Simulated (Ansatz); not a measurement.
CrGe2:
```yaml
crystal:
  lattice:
    - [-3.02705, 3.02705, 2.43333]
    - [3.02705, -3.02705, 2.43333]
    - [3.02705, 3.02705, -2.43333]
  atoms:
    - { symbol: Ge, position: [0.65275, 0.15275, 0.80550] }
    - { symbol: Ge, position: [0.84725, 0.65275, 0.50000] }
    - { symbol: Ge, position: [0.15275, 0.34725, 0.50000] }
    - { symbol: Ge, position: [0.34725, 0.84725, 0.19450] }
    - { symbol: Cr, position: [0.25000, 0.25000, 0.00000] }
    - { symbol: Cr, position: [0.75000, 0.75000, 0.00000] }
```

Relaxed with PBE. Special points in fractions of this cell's reciprocal vectors: Γ (0.000, 0.000, 0.000); X (0.000, 0.000, 0.500); M (-0.500, 0.500, 0.500); Z (0.412, 0.412, -0.412); Z0 (-0.412, 0.588, 0.412); P (0.250, 0.250, 0.250); N (0.000, 0.500, 0.000).

### Question
List the band energies nearest the Fermi level at these points for PBE in the plane-wave PAW code Ansatz.

### Answer
In eV from the Fermi level; about four levels below and three above (degenerate sets whole), none deeper than 8.9 eV; points with the same levels are listed once.

```csv
k,below,above
Γ,-1.95 -1.95 -1.91 -1.69 -0.96,0.13 0.22 1.24 1.24
X,-1.74 -1.70 -1.04 -0.63,0.13 1.10 1.24
M,-1.89 -1.71 -1.05 -0.34,0.00 0.56 1.10 1.10
Z,-1.69 -1.01 -0.13 -0.06,0.87 0.87 1.00
P,-0.60 -0.60 -0.08 -0.08,2.03 2.03 2.59 2.59
N,-1.09 -1.09 -0.33 -0.33,0.44 0.44 1.38 1.38
```

Space group I4/mcm. The cell is a constructed one: a structure type filled with these elements; neither database checked (COD, Materials Project) lists it. Whether it is the stable phase at ambient conditions was not checked. The PBE relaxation kept the symmetry of its start; its stability against distortions is not shown here. The workflow began spin-polarised and lost its moments. Spin–orbit coupling is left out wherever it is not named.

Potentials: the later of the program's two PAW sets.
